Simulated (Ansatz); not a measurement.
Given:

BAs:
Space group Fm-3m (No. 225); a = 4.6163 Å, b = 4.6163 Å, c = 4.6163 Å, α = 90.00°, β = 90.00°, γ = 90.00°

| atom | site | symmetry | x | y | z |
|---|---|---|---|---|---|
| B | 4a | m-3m | 0.0000 | 0.0000 | 0.0000 |
| As | 4b | m-3m | 0.5000 | 0.5000 | 0.5000 |
(The calculation used a cell of 2 atoms; values per cell refer to that cell.)

This is the PBE-relaxed structure.

Q: All from PBE (plane waves, PAW; program Ansatz), unless another level is named. Estimate the electronic character.

A: metallic (no gap).

Q: Give the formation energy from the elements (no fitted shifts).

A: 0.87 eV/atom.

Q: What about the density of states at the Fermi level?

A: 0.38 states/eV per atom (mean over ±0.08 eV).

Q: And the gap with spin–orbit coupling?

A: none (metallic).

The start of the workflow was typed in or built on a structure type; neither database checked (COD, Materials Project) lists it. It is not the phase usual at ambient conditions (space group No. 216). The cell was relaxed with PBE under the symmetry of its start; whether a distortion lowers the energy is not shown. Its formation energy is positive at this level, so the cell may be metastable or incomplete. The references are the lowest solids computed at this level, not always the standard phases. Spin–orbit coupling is left out wherever it is not named.

Potentials: the earlier of the program's two PAW sets.
